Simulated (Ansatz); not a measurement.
Structure: Ga₂AsN, ordered on the rocksalt lattice (R-3m) with 4 atoms a cell, at its r2SCAN minimum. The symmetry is R-3m (No. 166, trigonal); conventional cell a = 3.293 Å, c = 17.863 Å, 13.98 Å³ an atom. N has 6 Ga at 2.24 Å; As has 6 Ga at 2.62 Å; Ga has 3 N at 2.24 Å and 3 As at 2.62 Å.

The questions ask for values computed with the PAW code Ansatz on this geometry. Non-magnetic throughout. Whether this structure exists isn't addressed.

(1) Is there a gap with PBE, and of what kind?

(2) How does the gap change from PBE to PBE+SOC (10×10×10)?

(3) What does r2SCAN give for the gap (10×10×10 mesh)?

(4) What do these levels agree on?

## Answers

(1) PBE gives no gap: the lowest nominally empty band dips 3.15 eV below the top of the last filled one (its bottom at S₂–F (0.50 of the way from S₂), the top at Γ), so the cell is a metal or semimetal at this level.

(2) PBE+SOC gives no gap: the lowest nominally empty band dips 3.00 eV below the top of the last filled one (its bottom at S₂–F (0.50 of the way from S₂), the top at Γ), so the cell is a metal or semimetal at this level.

(3) With r2SCAN the bands overlap by 3.13 eV (counted from 1, band 23 peaks at Γ and band 24 bottoms out at S₂–F (0.50 of the way from S₂)): no gap.

(4) No level opens a gap, but no hybrid is among them, and semilocal functionals can close a real gap.

Only the levels marked +SOC include spin-orbit coupling.

Where an edge lies off the special points, it is a point of the mesh or the k point where a search put PBE's edge or least direct gap, reused for the other functionals, whose own edges may lie a little apart.
